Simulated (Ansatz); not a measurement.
Given:

Rb:
```yaml
crystal:
  lattice:
    - [-2.83545, 2.83545, 2.83545]
    - [2.83545, -2.83545, 2.83545]
    - [2.83545, 2.83545, -2.83545]
  atoms:
    - { symbol: Rb, position: [0.00000, 0.00000, 0.00000] }
```

This is the PBE-relaxed structure.

All from the program Ansatz at the PBE level (PAW), unless another level is named. Estimate the Hill bulk and shear moduli.

2.8 and 0.9 GPa.

What about the elastic constants (relaxed ions, GPa)?

C11 = 3.0, C12 = 2.6, C44 = 2.0.

Space group Im-3m (bcc (W type)). The cell was relaxed with PBE under the symmetry of its start. As this level gives no gap, shear constants depend on the k-mesh and smearing (Fermi–Dirac, 0.1 eV here).

Potentials: the later of the program's two PAW sets.
